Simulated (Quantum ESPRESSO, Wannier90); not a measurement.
**Wannier functions of GaSb (zinc blende)**

```
begin unit_cell_cart
ang
    0.0000000000    3.0686050000    3.0686050000
    3.0686050000    0.0000000000    3.0686050000
    3.0686050000    3.0686050000    0.0000000000
end unit_cell_cart
begin atoms_frac
Ga   0.0000000000  0.0000000000  0.0000000000
Sb   0.2500000000  0.2500000000  0.2500000000
end atoms_frac
```

Structure: Materials Project mp-1156, symmetrised, not relaxed again. COD (Crystallography Open Database) has an entry of this formula and space group (matched by these alone). Method: PBEsol plane waves in Quantum ESPRESSO 7.5 (PseudoDojo norm-conserving files, 64 Ry, spinors with spin-orbit coupling), Bloch states on a 6×6×6 mesh through Γ, Wannier90 4.0.1. Density: 10×10×10 mesh, cold smearing 0.01 Ry. With spin-orbit coupling a semilocal functional can close or falsely invert a small gap; the band order was not checked against a better method.

A tight-binding model is made by disentanglement and projection with no localisation steps (num_iter = 0), so the 16 orbitals stay atom-like: hydrogen-like Ga: s;p; Sb: s;p, axes along x, y, z; frozen window up to 1.50 eV relative to the Fermi level. It follows pw.x to 16 meV rms for states up to 1.0 eV relative to the Fermi level. Matrix elements depend on this choice of orbitals and windows.

Problem. What are the on-site energies relative to the Fermi level, and how fast do the hoppings decay?

Solution. 
```
atom                 orbitals  energy (eV)
----  -----------------------  -----------
Ga1                     s↑ s↓        -3.91
Ga1   pz↑ pz↓ px↑ px↓ py↑ py↓         2.24
Sb2                     s↑ s↓        -7.15
Sb2   pz↑ pz↓ px↑ px↓ py↑ py↓         0.47
```

```tsv
distance of the centres (Å)	largest modulus (eV)
2–3	1.3
4–5	0.34
5–6	0.052
6–7	0.089
7–8	0.026
8–9	0.019
9–10	0.0074
```

Effective spin-orbit constants λ of λ L·S, from the same-site elements px↑–py↑ (λ/2) and dx2-y2↑–dxy↑ (λ), where they are among the larger elements: Sb2 p 0.45 eV.
